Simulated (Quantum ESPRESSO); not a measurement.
**Kohn-Sham bands of Ga2AsP (R3m)**

```
Ga2AsP
1.0
   -1.96511     3.40367     0.00000
   -3.93022     0.00000     0.00000
   -1.96511     1.13456     6.41726
Ga P As
2 1 1
Direct
  0.99756   0.99756   0.00733
  0.50249   0.50249   0.49252
  0.62502   0.62502   0.12493
  0.12493   0.12493   0.62521
```

Materials Project entry mp-1224789; symmetrised, unrelaxed at this level. Not found in the COD (Crystallography Open Database) copy used; not checked further. Method: LDA plane waves in Quantum ESPRESSO 7.5 (PseudoDojo norm-conserving files, 64 Ry, no spin polarisation, no spin-orbit coupling), Bloch states on a 8×8×8 mesh through Γ, Wannier90 4.0.1. Density: 10×10×10 mesh, cold smearing 0.01 Ry. Spin-orbit coupling, left out, would split the p-like bands by a few tenths of an eV.

Task: List the Kohn-Sham levels between −8 and 3.8 eV relative to the valence-band maximum at the high-symmetry points, as a band run of pw.x on that density gives them (levels within 2 meV counted together).

Result: 
```json
[
 {"point": "Γ", "k (reciprocal lattice)": "0.000 0.000 0.000", "levels (eV)": "-6.77, -1.29 (×2), -0.10, 0.00 (×2), 0.79, 1.08, 3.61 (×2), 3.71"},
 {"point": "T", "k (reciprocal lattice)": "0.000 0.000 -0.500", "levels (eV)": "-4.30, -4.00, -1.05 (×2), -0.46 (×2), 1.32, 1.77"},
 {"point": "H_2", "k (reciprocal lattice)": "-0.312 -0.625 -0.812", "levels (eV)": "-6.69, -6.50, -4.00, -3.75, -2.32, -2.13, 2.33, 2.52"},
 {"point": "H_0", "k (reciprocal lattice)": "-0.312 -0.688 -0.500", "levels (eV)": "-6.69, -6.50, -4.00, -3.75, -2.32, -2.13, 2.33, 2.52"},
 {"point": "L", "k (reciprocal lattice)": "-0.500 -0.500 -0.500", "levels (eV)": "-6.42, -6.26, -3.41, -3.28, -2.34, -1.90, 1.91, 2.37"},
 {"point": "S_0", "k (reciprocal lattice)": "-0.344 -0.688 -0.344", "levels (eV)": "-6.69, -6.49, -4.15, -3.67, -2.45, -2.09, 2.09, 3.45"},
 {"point": "S_2", "k (reciprocal lattice)": "-0.312 -0.656 -0.656", "levels (eV)": "-6.69, -6.49, -4.15, -3.67, -2.45, -2.09, 2.09, 3.45"},
 {"point": "F", "k (reciprocal lattice)": "0.000 -0.500 -0.500", "levels (eV)": "-6.96, -6.74, -2.80, -2.77, -1.21, -1.18, 1.03, 1.35, 1.58"}
]
```
